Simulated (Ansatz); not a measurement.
Consider the following.

TlBr:
```cif
data_BrTl
_chemical_formula_sum 'Tl1 Br1'
_space_group_name_H-M_alt 'P 1'
_space_group_IT_number 1
_cell_length_a 3.97983
_cell_length_b 3.97983
_cell_length_c 3.97983
_cell_angle_alpha 90.000
_cell_angle_beta 90.000
_cell_angle_gamma 90.000
loop_
_space_group_symop_operation_xyz
  'x, y, z'
loop_
_atom_site_label
_atom_site_type_symbol
_atom_site_fract_x
_atom_site_fract_y
_atom_site_fract_z
_atom_site_occupancy
Tl1 Tl 0.00000 0.00000 0.00000 1
Br1 Br 0.50000 0.50000 0.50000 1
```

This is the PBE+D3(BJ)-relaxed structure.

All from PBE+D3(BJ) in the plane-wave PAW code Ansatz, unless another level is named. Predict the highest zone-centre frequency (without LO–TO term).

38 cm⁻¹.

Predict the zero-point energy.

9.6 meV/atom.

And the vibrational entropy at 300 K?

62.9 J/(K·mol of atoms).

Space group Pm-3m (CsCl type). The PBE+D3(BJ) relaxation kept the symmetry of its start; phonons on a q-mesh show no instability. Spin–orbit coupling is left out wherever it is not named.

Potentials: the later of the program's two PAW sets.
